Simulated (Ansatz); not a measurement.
ZrSi$_{2}$, one cell by several methods

```
CELL_PARAMETERS angstrom
1.85300 -7.36750 0.00000
1.85300 7.36750 0.00000
0.00000 0.00000 3.67200
ATOMIC_POSITIONS crystal
Zr 0.89460 0.10540 0.75000
Zr 0.10540 0.89460 0.25000
Si 0.55220 0.44780 0.75000
Si 0.44780 0.55220 0.25000
Si 0.24960 0.75040 0.75000
Si 0.75040 0.24960 0.25000
```

Atoms are numbered in the order listed.

The cell is COD entry 1532424, as deposited and not checked against the literature; nothing was relaxed.

Levels of theory: DFT, PBE, PAW with Ansatz's default frozen-core files, scalar-relativistic (Ansatz 0.2.0); DFT, PBE, all-electron PAW with datasets made for the crystal, scalar-relativistic (Ansatz 0.2.0); DFT, PBE, all-electron LAPW, scalar-relativistic (Ansatz 0.2.0).

For PAW: a Γ-centred 8×8×8 k mesh, Fermi–Dirac smearing of 0.03 eV, cutoff 420 eV, no spin polarisation. The crystal-made all-electron datasets (AE datasets) take a cutoff of 240 eV at this cell. LAPW targets a basis error of 1 meV/atom. The Ansatz runs share mesh, smearing and spin set-up. Plane-wave (PAW) pressures include the program's estimate of the Pulay term.

Stress and pressure are positive in compression.

Levels count from the Fermi level.

```csv
quantity,PAW,AE datasets,LAPW
pressure (GPa),0.84,0.86,0.86
stress xx (GPa),-0.25,-0.24,-0.24
stress yy (GPa),1.44,1.48,1.48
stress zz (GPa),1.33,1.33,1.33
"force on Zr1, y (eV/Å)",-0.048,-0.047,-0.047
"force on Si3, y (eV/Å)",-0.188,-0.186,-0.186
"force on Si5, y (eV/Å)",-0.067,-0.067,-0.067
highest filled level at Y (eV),-1.489,-1.489,-1.489
lowest empty level at Y (eV),0.283,0.283,0.283
highest filled level at A0 (eV),-2.177,-2.177,-2.177
lowest empty level at A0 (eV),2.064,2.065,2.065
highest filled level at C0 (eV),-0.165,-0.165,-0.165
lowest empty level at C0 (eV),0.846,0.849,0.849
```

PAW's pressure differs from the LAPW value by -0.02 GPa.
